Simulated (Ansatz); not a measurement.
# A trial form of Ga₄O

Theory: DFT PBE, scalar-relativistic, plane waves, PAW (Ansatz). Cutoff 420 eV, Gaussian smearing, Γ-centred meshes. Cell and atoms relax first on a coarse mesh and then on a finer one. In between, the cell is made exact in the group found at 0.06 Å. In metals the finer mesh still leaves noise of several meV/atom or more. The steps can't lower the symmetry of their start. No spin polarisation in the relaxation; trial moments died out in a coarse test.

Recipe of this trial structure of Ga₄O: random cell by space group and Wyckoff sites (Fd-3m, No. 227). The dimensions are guesses.

```
Ga O
1.0
     0.00000    4.42943    4.42943
     4.42943    0.00000    4.42943
     4.42943    4.42943    0.00000
Ga O
8 2
Direct
  0.12500 0.12500 0.12500
  0.12500 0.12500 0.62500
  0.12500 0.62500 0.12500
  0.62500 0.12500 0.12500
  0.62500 0.62500 0.62500
  0.62500 0.62500 0.12500
  0.62500 0.12500 0.62500
  0.12500 0.62500 0.62500
  0.75000 0.75000 0.75000
  0.50000 0.50000 0.50000
```

Energies over the elements count from the elements' standard structures at the same level (O₂ as a molecule), with no fitted energy shifts.

Question: What does it relax into?

Answer: The symmetry stays Fd-3m (No. 227). The volume per atom grows by 5.0 %, from 17.4 to 18.2 Å³. The shortest distance goes from 1.92 Å (Ga–O) to 1.95 Å (Ga–O). Conventional cell: a = 9.004 Å. Ga on its first site has 12 Ga at 3.18 Å; Ga on its second site has 2 O at 1.95 Å and 12 Ga at 3.18 Å; O has 4 Ga at 1.95 Å.

```
Ga O
1.0
     0.00000    4.50192    4.50192
     4.50192    0.00000    4.50192
     4.50192    4.50192    0.00000
Ga O
8 2
Cartesian
  1.1255 1.1255 1.1255
  3.3764 3.3764 1.1255
  3.3764 1.1255 3.3764
  1.1255 3.3764 3.3764
  5.6274 5.6274 5.6274
  3.3764 3.3764 5.6274
  3.3764 5.6274 3.3764
  5.6274 3.3764 3.3764
  6.7529 6.7529 6.7529
  4.5019 4.5019 4.5019
```

Question: How does it come out in energy, and is it a metal?

Answer: The formation energy is −0.08 eV/atom and the gap on the 8×8×8 mesh of the 10-atom cell is 0 eV (a metal).

The last run used Gaussian smearing of 0.10 eV. A structure relaxed within its symmetry needn't be a true minimum. In all, the 3 runs took 4.3 min on 1 thread of Intel(R) Xeon(R) Processor @ 2.50GHz (Skylake/Cascade Lake) (shared host). Another cell of Ga4O relaxed alike, in P-6m2, lies 140 meV/atom lower, so this cell isn't the stable form at this level.
